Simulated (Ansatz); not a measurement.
Relaxed C (graphite type, space group P6_3/mmc):

```yaml
crystal:
  lattice:
    - [2.45522, 0.00000, 0.00000]
    - [-1.22761, 2.12628, 0.00000]
    - [0.00000, 0.00000, 6.67049]
  atoms:
    - { symbol: C, position: [0.00000, 0.00000, 0.25000] }
    - { symbol: C, position: [0.00000, 0.00000, 0.75000] }
    - { symbol: C, position: [0.33333, 0.66667, 0.25000] }
    - { symbol: C, position: [0.66667, 0.33333, 0.75000] }
```

In this cell atom 1 (C, nearest neighbour C at 1.418 Å; its periodic images, 2.5 Å or more away, move with it) is moved by u·(0.707, 0.707, 0.000) + v·(0.000, 0.000, 1.000); the rest is frozen.

These are r2SCAN+rVV10 (plane waves to 500 eV, PAW, scalar-relativistic; Ansatz, a program for electronic structure) values and carry that method's errors. k mesh 12×12×4 (Γ-centred), Fermi-Dirac smearing 0.05 eV. Points where atoms come too close for the PAW data are left out (x in tables, blank in figures). With partly filled bands, energies and forces of such displacements shift with the k mesh and the smearing. Fu and Fv are the components of the force on the atom. C was relaxed with its symmetry unable to fall. The PAW data are Ansatz's earlier set. 

```json
[
 {"Fu (eV/Å)": "v = -0.470", "u = -0.470": "x", "u = -0.313": "13.83", "u = -0.157": "5.31", "u = 0.000": "0.00", "u = 0.157": "-3.88", "u = 0.313": "-5.87", "u = 0.470": "-6.87"},
 {"Fu (eV/Å)": "v = -0.313", "u = -0.470": "x", "u = -0.313": "19.17", "u = -0.157": "7.92", "u = 0.000": "0.00", "u = 0.157": "___", "u = 0.313": "-8.21", "u = 0.470": "-9.30"},
 {"Fu (eV/Å)": "v = -0.157", "u = -0.470": "x", "u = -0.313": "x", "u = -0.157": "9.57", "u = 0.000": "0.00", "u = 0.157": "-7.27", "u = 0.313": "-9.81", "u = 0.470": "___"},
 {"Fu (eV/Å)": "v = 0.000", "u = -0.470": "x", "u = -0.313": "x", "u = -0.157": "10.08", "u = 0.000": "0.00", "u = 0.157": "-7.64", "u = 0.313": "-10.44", "u = 0.470": "x"},
 {"Fu (eV/Å)": "v = 0.157", "u = -0.470": "x", "u = -0.313": "x", "u = -0.157": "9.57", "u = 0.000": "0.00", "u = 0.157": "-7.27", "u = 0.313": "-9.81", "u = 0.470": "___"},
 {"Fu (eV/Å)": "v = 0.313", "u = -0.470": "x", "u = -0.313": "19.17", "u = -0.157": "7.92", "u = 0.000": "0.00", "u = 0.157": "___", "u = 0.313": "-8.21", "u = 0.470": "-9.30"},
 {"Fu (eV/Å)": "v = 0.470", "u = -0.470": "x", "u = -0.313": "13.83", "u = -0.157": "5.31", "u = 0.000": "0.00", "u = 0.157": "-3.88", "u = 0.313": "-5.87", "u = 0.470": "-6.87"}
]
```

Problem. What belongs in the gaps?

Solution. 
- v = -0.313, u = 0.157: -6.03
- v = -0.157, u = 0.470: -11.12
- v = 0.157, u = 0.470: -11.12
- v = 0.313, u = 0.157: -6.03

(A displaced cell: forces are minus the slopes of the energy, force constants its curvatures, and phonons follow from these.)
